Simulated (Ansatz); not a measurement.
A relaxed structure of Al$_{2}$Cu is spoiled in several ways and relaxed again each time (noise and exchanges are one random draw each; squeezed and stretched starts keep its symmetry, which their runs cannot lower; pressure is positive under compression). Level of theory: PBE (plane waves to 420 eV, PAW, scalar-relativistic; Ansatz, a first-principles code).

```cif
data_Al8Cu4
_chemical_formula_sum 'Al8 Cu4'
_space_group_name_H-M_alt 'I4/mcm'
_space_group_IT_number 140
_space_group_name_Hall '-I 4 2c'
_cell_length_a 6.05915
_cell_length_b 6.05915
_cell_length_c 4.87381
_cell_angle_alpha 90.000
_cell_angle_beta 90.000
_cell_angle_gamma 90.000
loop_
_atom_site_label
_atom_site_type_symbol
_atom_site_symmetry_multiplicity
_atom_site_Wyckoff_symbol
_atom_site_fract_x
_atom_site_fract_y
_atom_site_fract_z
_atom_site_occupancy
Al1 Al 8 h 0.15829 0.34171 0.00000 1
Cu1 Cu 4 a 0.00000 0.00000 0.25000 1
```
(The calculation used a cell of 6 atoms; values per cell refer to that cell.)

| change | first pressure (GPa) | largest first force (eV/Å) | released (eV/atom) | moves | outcome | final group | E − E(parent) (eV/atom) |
|---|---|---|---|---|---|---|---|
| with one Al and one Cu atom exchanged in a cell of 6 atoms | 3.6 | 0.45 | 0.04 | 13 | trapped higher | C2 | +0.16 |
| stretched uniformly to 115 % of its volume | -10.1 | 0.05 | 0.08 | 10 | returns to the parent | I4/mcm | 0.00 |
| squeezed uniformly to 80 % of its volume | 36.8 | 0.18 | 0.28 | 8 | returns to the parent | I4/mcm | 0.00 |

First-step values come from each run's starting, coarser k-mesh (9×9×8, 8×8×8, 9×9×9). The runs use different k-meshes, so differences are rounded accordingly. No spin polarisation in the result.
